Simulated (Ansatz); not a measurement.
Hf2S:
```
CELL_PARAMETERS angstrom
      3.38167     0.00000     0.00000
     -1.69083     2.92861     0.00000
      0.00000     0.00000    11.74000
ATOMIC_POSITIONS crystal
  Hf 0.66667 0.33333 0.89961
  Hf 0.33333 0.66667 0.10039
  Hf 0.33333 0.66667 0.39961
  Hf 0.66667 0.33333 0.60039
  S  0.00000 0.00000 0.75000
  S  0.00000 0.00000 0.25000
```

Relaxed with r²SCAN. Special points in fractions of this cell's reciprocal vectors: Γ (0.000, 0.000, 0.000); M (0.500, 0.000, 0.000); K (0.333, 0.333, 0.000); A (0.000, 0.000, 0.500); L (0.500, 0.000, 0.500); H (0.333, 0.333, 0.500).

List the band energies nearest the Fermi level at these points for the program Ansatz at the r²SCAN level (PAW).

In eV from the Fermi level; about four levels below and three above (degenerate sets whole), none deeper than 8.9 eV; points with the same levels are listed once.

```json
[
 {"k": "Γ", "below": "-3.28 -1.99 -0.36 -0.05", "above": "0.38 0.38 0.49 0.49"},
 {"k": "M", "below": "-1.59 -1.57 -1.09 -0.50", "above": "0.82 1.03 2.46"},
 {"k": "K", "below": "-1.42 -1.42 -1.22 -1.22", "above": "0.12 0.12 1.94"},
 {"k": "A", "below": "-3.80 -3.80 -3.80 -3.80 -1.42 -1.42", "above": "0.33 0.33 0.33 0.33"},
 {"k": "L", "below": "-1.99 -1.99 -1.36 -1.36", "above": "0.31 0.31 1.37 1.37"},
 {"k": "H", "below": "-1.53 -1.53 -1.09 -1.09", "above": "0.18 0.18 2.25 2.25"}
]
```

Space group P6_3/mmc. The first step of the workflow began from a Materials Project structure, measured or hypothetical; the Crystallography Open Database copy checked does not list it. Its standing as an ambient phase is unchecked. The cell was relaxed with r²SCAN under the symmetry of its start; whether a distortion lowers the energy is not shown. No spin polarisation was allowed. Scalar-relativistic: spin–orbit coupling is off unless named, which matters more the heavier the elements.

Potentials: the earlier of the program's two PAW sets.
